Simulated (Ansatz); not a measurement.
## What DFT gives for MgO

```
CELL_PARAMETERS angstrom
0.00000 2.15871 2.15871
2.15871 0.00000 2.15871
2.15871 2.15871 0.00000
ATOMIC_POSITIONS crystal
Mg 0.00000 0.00000 0.00000
O 0.50000 0.50000 0.50000
```

Method: PBE, no spin polarisation; PAW, plane waves to 420 eV, 10×10×10 Γ-centred mesh, fermi-dirac occupations (width 0.1 eV) (Ansatz 0.2.0), atoms fixed.

(1) What does the stress say?

(2) Which element gives electrons and which takes them?

(3) Describe some of the short contacts.

(4) Metal or insulator? Give the gap.

(5) What is the formation energy?

Origin: a database entry at a rescaled volume.

Results:

(1) The pressure is -6.1 GPa (compression positive), so with the atoms held at these fractions the cell would first shrink.

(2) Bader charges in e: Mg +1.72, O -1.72. In the mean Mg gives up most and O takes most.

(3) Mg–O at 2.16 Å: least valence density 0.23 e/Å³ and ELF 0.06 there, a closed-shell (ionic or weak) contact. Both are smooth PAW fields, read partly inside the augmentation spheres.

(4) The gap is 4.06 eV, direct at the points sampled.

(5) -2.68 eV an atom against the elements' usual phases (free molecules for gases, crystals otherwise, with no correction for O₂ or N₂), so it is bound against them; other compounds may still compete. Relaxing would lower it.
